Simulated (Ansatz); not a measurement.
Here is the system:

TaN:
Space group Fm-3m (No. 225); a = 4.3747 Å, b = 4.3747 Å, c = 4.3747 Å, α = 90.00°, β = 90.00°, γ = 90.00°

| atom | site | symmetry | x | y | z |
|---|---|---|---|---|---|
| Ta | 4b | m-3m | 0.5000 | 0.5000 | 0.5000 |
| N | 4a | m-3m | 0.0000 | 0.0000 | 0.0000 |
(The calculation used a cell of 2 atoms; values per cell refer to that cell.)

This is the PBEsol-relaxed structure.

Task: All from DFT-PBEsol in the program Ansatz with PAW potentials, unless another level is named. Predict the bulk modulus (Birch–Murnaghan fit).

Result: 357 GPa.

Task: Predict the elastic constants (relaxed ions, GPa).

Result: C11 = 791, C12 = 141, C44 = 68.3.

This is a known high-temperature phase of the composition, computed here at zero pressure and temperature. The PBEsol relaxation kept the symmetry of its start; its stability against distortions is not shown here. No spin polarisation was allowed. As this level gives no gap, shear constants depend on the k-mesh and smearing (Fermi–Dirac, 0.1 eV here). Scalar-relativistic: spin–orbit coupling is off unless named, which matters more the heavier the elements.

Potentials: the earlier of the program's two PAW sets. The files were generated under PBE; for other functionals the program regenerates the frozen cores, and for LDA and PBEsol the local potential too.
